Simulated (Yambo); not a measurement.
```
RbBr
1.0
    0.00000     3.39765     3.39765
    3.39765     0.00000     3.39765
    3.39765     3.39765     0.00000
Br Rb
1 1
Direct
  0.50000   0.50000   0.50000
  0.00000   0.00000   0.00000
```

Response from Yambo on PBEsol (Quantum ESPRESSO, PseudoDojo norm-conserving, 46 Ry, scalar-relativistic) bands: 8×8×8 mesh, 53 bands, 4 Ry local-field block, 0.2 eV broadening.

Question: Give the static electronic dielectric constant without and with local fields.

Answer: 
| field along | ε(0), independent particles | ε(0), RPA with local fields | refractive index √ε |
|---|---|---|---|
| x | 2.91 | 2.43 | 1.56 |
Electronic (clamped-ion) response only. PBEsol gaps are usually too small, which raises these values. Convergence of the RPA response with its 8×8×8 mesh was not tested.

Spin-orbit coupling is not included.

Geometry strained from the cell relaxed with PBEsol, atoms relaxed again.
